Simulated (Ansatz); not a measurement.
CuAu3 in space group I4/mmm (No. 139; Cu on 2a, Au on 4d, Au on 2b) at seven volumes, DFT-PBEsol in the program Ansatz with PAW potentials, shape and atoms relaxed at each. One row is withheld.

```json
[
 {"V (Å³/atom)": "14.311", "P (GPa)": "?"},
 {"V (Å³/atom)": "14.783", "P (GPa)": "12.67"},
 {"V (Å³/atom)": "15.255", "P (GPa)": "5.71"},
 {"V (Å³/atom)": "15.726", "P (GPa)": "0.00"},
 {"V (Å³/atom)": "16.198", "P (GPa)": "-4.67"},
 {"V (Å³/atom)": "16.670", "P (GPa)": "-8.49"},
 {"V (Å³/atom)": "17.142", "P (GPa)": "-11.61"}
]
```

Question: Fit the shown pressures and predict the withheld one.

Answer: Third-order Birch–Murnaghan: P = (3/2)B₀(x^(7/2) − x^(5/2))[1 + (3/4)(B′ − 4)(x − 1)] with x = (V₀/V)^(2/3). Least squares on the six rows gives V₀ = 15.727 Å³/atom, B₀ = 171.9 GPa, B′ = 5.66. At V = 14.311, x = 1.0649 and P = 21.17 GPa. The run itself gave 21.15 GPa.

The first step of the workflow began from a Materials Project structure, measured or hypothetical; the Crystallography Open Database copy checked does not list it. COD files the formula under space group No. 221. Whether it is the stable phase at ambient conditions was not checked. The PBEsol relaxation kept the symmetry of its start; its stability against distortions is not shown here. No spin polarisation was allowed. Scalar-relativistic: spin–orbit coupling is off unless named, which matters more the heavier the elements.

Potentials: the later of the program's two PAW sets.
